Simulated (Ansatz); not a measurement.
# Phonon dispersion of CsTePt

Theory: DFT PBE, scalar-relativistic, plane waves, PAW in Ansatz 0.2.0. Cutoff 420 eV, 12×12×8 k-points (Γ-centred), Fermi-Dirac smearing of 0.15 eV. No spin polarisation. Phonons by linear response, acoustic sum rule imposed.

The cell, relaxed at this level:
```xyz
3
Lattice="4.5427 0.0000 0.0000 -2.2714 3.9341 0.0000 0.0000 0.0000 5.9531" Properties=species:S:1:pos:R:3 pbc="T T T"
Cs    2.2714    1.3114    2.9765
Te    0.0000    0.0000    0.0000
Pt    0.0000    2.6227    0.0000
```

It was reached by relaxing an invented guess, and it needn't be the stable form of this composition. In a metal, frequencies and elastic constants depend on the k mesh and the smearing, soft modes and shear constants most. Spin–orbit coupling is left out, which matters for heavy elements. The q mesh is coarse, so values between its points are rough.

Force constants from linear response on a 2×2×1 q mesh.

(1) Is the structure dynamically stable on this mesh?

(2) Give the frequencies (cm⁻¹; i marks imaginary ones) at the irreducible q points, in fractions of the reciprocal vectors.

Answers

(1) Yes, on this mesh: no mode is imaginary.

(2)
```tsv
q	star	frequencies
0.000 0.000 0.000	1	0 0 0 43 45 45 79 168 168
0.000 -0.500 0.000	3	31 36 40 45 58 62 99 152 167
```
